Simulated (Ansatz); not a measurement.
Space group Fddd:1 (No. 70). a = 4.713 Å, b = 8.209 Å, c = 8.695 Å, α = 90.00°, β = 90.00°, γ = 90.00°
| atom | site | symmetry | x | y | z |
| --- | --- | --- | --- | --- | --- |
| Ga | 16f | .2. | 0.2500 | 0.5826 | 0.7500 |
| Os | 8b | 222 | 0.7500 | 0.7500 | 0.7500 |

Equation of state of this Ga$_{2}$Os structure (not necessarily the ground state), with shape and atoms relaxed at each volume where symmetry leaves them free. Computed with Ansatz 0.2.0, DFT PBEsol, scalar-relativistic, plane waves, PAW.

Settings: cutoff 420 eV, Γ-centred mesh 8×8×8 on the computed 6-atom cell, Gaussian smearing of 0.02 eV; no spin polarisation.

```
V (Å³/atom) E − E(largest V) (meV/atom) P (GPa) gap on mesh (eV)
     13.175                         7.63    14.31              0.80
     13.596                       -19.40     6.52              0.77
     14.016                       -27.70     0.00              0.74
     14.437                       -20.36    -5.43              0.71
     14.857                         0.00    -9.94              0.68
```

Problem. Fit a third-order Birch–Murnaghan equation to E(V).

Solution. V0 = 14.02 Å³/atom, B0 = 198 GPa, B0' = 5.1.

Spin-orbit coupling is left out, which matters for the bands of heavy elements.

The gaps are read on the mesh, which can miss the band edges, so they can be too wide.